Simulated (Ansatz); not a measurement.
InP (zinc blende)

```
InP
1.0
    0.00000     2.93912     2.93912
    2.93912     0.00000     2.93912
    2.93912     2.93912     0.00000
P In
1 1
Direct
  0.75000   0.75000   0.75000
  0.00000   0.00000   0.00000
```

The slice is a {100} plane (indices of the conventional cell) through the point (0.750, 0.750, 0.750) (fractional), spanned by u = [100] and v = [0 1 -1] in vectors of this cell: u (4.16 Å) and v (4.16 Å, at 90° to u). It covers one period; positions are fractions (u, v).

These are PBEsol (plane waves to 420 eV, PAW, scalar-relativistic; Ansatz, a quantum-chemistry and plane-wave program) values and carry that method's errors. k mesh 10×10×10. Near the nuclei the fields are pseudised (PAW); where an atom keeps semicore shells as valence, they peak there. InP was relaxed with its symmetry unable to fall.

### Question
Sketch the electrostatic potential energy of an electron, from the cell's mean on this plane as a map.

### Answer
```
|xxxxxxx046777666777640xxxxxx|
|xxxxxxx146777777777641xxxxxx|
|xxxxxxx357777777777753xxxxxx|
|xxxxxx14678887778887641xxxxx|
|xxxxx0467888888888887640xxxx|
|xxxx146788888888888887641xxx|
|0013467889999999999988764310|
|4445678899999999999998876544|
|6667788999999999999999887766|
|6777888999999999999999888777|
|7777888999999999999999888777|
|6777888999999999999999888777|
|6677788999999999999999887776|
|6677788999999999999999887776|
|6677788999999999999999887776|
|6777888999999999999999888777|
|7777888999999999999999888777|
|6777888999999999999999888777|
|6667788999999999999999887766|
|4445678899999999999998876544|
|0013467889999999999988764310|
|xxxx146788888888888887641xxx|
|xxxxx0467888888888887640xxxx|
|xxxxxx14678887778887641xxxxx|
|xxxxxxx357777777777753xxxxxx|
|xxxxxxx146777777777641xxxxxx|
|xxxxxxx046777666777640xxxxxx|
|xxxxxxx046676666676640xxxxxx|
```
Scale: ten equal steps from -0.70 (start of '0') to 7.34 (end of '9'), in the order '0123456789'. Values: electrostatic potential energy of an electron, from the cell's mean, in eV. The map has 28 points along u (one character each, u = 0 at the left) and 28 along v (v = 0 in the bottom row). Points within 1 Å of a nucleus are blanked (x), as the pseudised field means little there. The zero, the cell's mean, hangs on the PAW cores.
